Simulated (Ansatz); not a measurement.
HgSe:
```cif
data_HgSe
_chemical_formula_sum 'Se1 Hg1'
_space_group_name_H-M_alt 'P 1'
_space_group_IT_number 1
_cell_length_a 4.33659
_cell_length_b 4.33659
_cell_length_c 4.33659
_cell_angle_alpha 60.000
_cell_angle_beta 60.000
_cell_angle_gamma 60.000
loop_
_space_group_symop_operation_xyz
  'x, y, z'
loop_
_atom_site_label
_atom_site_type_symbol
_atom_site_fract_x
_atom_site_fract_y
_atom_site_fract_z
_atom_site_occupancy
Se1 Se 0.75000 0.75000 0.75000 1
Hg1 Hg 0.00000 0.00000 0.00000 1
```

Relaxed with PBEsol. The program Ansatz at the PBEsol level (PAW) gives no gap.

What gap does HSE06 give on the same cell (Ansatz, PAW)?

It stays without a gap at the points solved. The hybrid was solved on a coarser mesh and at special points; its gap is the smallest among all of these. On such a mesh it can open a false gap in a semimetal.

```
k  v1 PBEsol  c1 PBEsol  v1 HSE06  c1 HSE06
-  ---------  ---------  --------  --------
Γ       0.00       0.00      0.00      0.00
X      -2.22       2.71       [?]       [?]
L      -0.94       1.04       [?]       [?]
W      -2.35       3.52       [?]       [?]
K      -1.81       2.85       [?]       [?]
```

Top valence (v1) and lowest conduction level (c1) in eV from each method's valence maximum (which need not be a listed point): supply the withheld HSE06 values.


- W, v1 HSE06: -2.55
- W, c1 HSE06: 4.58
- L, v1 HSE06: -1.01
- L, c1 HSE06: 1.94
- K, v1 HSE06: -1.95
- K, c1 HSE06: 3.80
- X, v1 HSE06: -2.38
- X, c1 HSE06: 3.63

Cost on shared cores: the PBEsol run (SCF on a 12×12×12 mesh, then bands and DOS) about 40 core-seconds (a rough figure), the HSE06 run (SCF on 6×6×6, then a few points) about 2.5 core-minutes (a rough figure); the tasks are unlike.

Space group F-43m (zinc blende). The PBEsol relaxation kept the symmetry of its start. Spin–orbit coupling is left out wherever it is not named.

Potentials: the later of the program's two PAW sets.
